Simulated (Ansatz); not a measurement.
A trial cell of Te5Mo, before relaxation:

```cif
data_structure
_symmetry_space_group_name_H-M 'P 1'
_symmetry_Int_Tables_number 1
_cell_length_a 6.3331
_cell_length_b 6.3331
_cell_length_c 6.3331
_cell_angle_alpha 60.000
_cell_angle_beta 60.000
_cell_angle_gamma 60.000
_cell_volume 179.61
loop_
_atom_site_label
_atom_site_type_symbol
_atom_site_fract_x
_atom_site_fract_y
_atom_site_fract_z
_atom_site_occupancy
Te1 Te 0.25000 0.25000 0.25000 1
Te2 Te 0.12776 0.62408 0.62408 1
Te3 Te 0.62408 0.62408 0.62408 1
Te4 Te 0.62408 0.62408 0.12776 1
Te5 Te 0.62408 0.12776 0.62408 1
Mo1 Mo 0.00000 0.00000 0.00000 1
```

Theory: DFT PBE, scalar-relativistic, plane waves, PAW in Ansatz. Cutoff 420 eV, Gaussian smearing, Γ-centred meshes. Cell and atoms relax on a converged mesh. In metals the finer mesh still leaves noise of several meV/atom or more. The steps can't lower the symmetry of their start. Collinear spin is switched on along the way, since trial moments persisted in a coarse test.

A guess keeps its type if space group and coordination stay and the shape of the cell changes little (axis ratios within about 15 %, angles within 6°); the volume may change.

Question: Will the relaxed cell still be of the starting type?

Answer: It keeps its type. The symmetry stays F-43m (No. 216). The volume per atom shrinks by 1.1 %, from 29.9 to 29.6 Å³. The shortest distance stays 3.14 Å (Te–Te). Counting neighbours within 15 % of an atom's shortest distance, the start has Mo 16, Te 6/16 and the end Mo 16, Te 6/16.

The last run used collinear spin, an 8×8×8 mesh for its 6-atom cell and Gaussian smearing of 0.10 eV. These runs have no spin–orbit coupling, which can matter for Te. The magnetic state reached may not be the lowest. A structure relaxed within its symmetry needn't be a true minimum. Another cell of Te5Mo relaxed alike but without spin, in P-6m2, lies 0.98 eV/atom lower, so this cell isn't the stable form at this level.

In counts of neighbours, a slash parts the counts of unlike sites.
